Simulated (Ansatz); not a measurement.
MoP₂ in space group Cmc2_1 (No. 36; Mo on 4a, P on 4a, P on 4a) at seven volumes, PBEsol in the plane-wave PAW code Ansatz, shape and atoms relaxed at each. One row is withheld.

```csv
V (Å³/atom),P (GPa)
13.071,21.35
13.502,13.20
13.933,6.13
14.364,0.00
14.795,-5.27
15.226,-9.76
15.657,?
```

Q: Fit the shown pressures and predict the withheld one.

A: P = (3/2)B₀(x^(7/2) − x^(5/2))[1 + (3/4)(B′ − 4)(x − 1)] with x = (V₀/V)^(2/3). Least squares on the six rows gives V₀ = 14.366 Å³/atom, B₀ = 188 GPa, B′ = 3.88. At V = 15.657, x = 0.9442 and P = -13.69 GPa. The run itself gave -13.58 GPa.

The workflow started from a Materials Project entry (that database holds measured and hypothetical structures alike); the Crystallography Open Database copy checked does not list it. Its standing as an ambient phase is unchecked. The cell was relaxed with PBEsol under the symmetry of its start; whether a distortion lowers the energy is not shown. The run is not spin-polarised.

Potentials: the later of the program's two PAW sets.
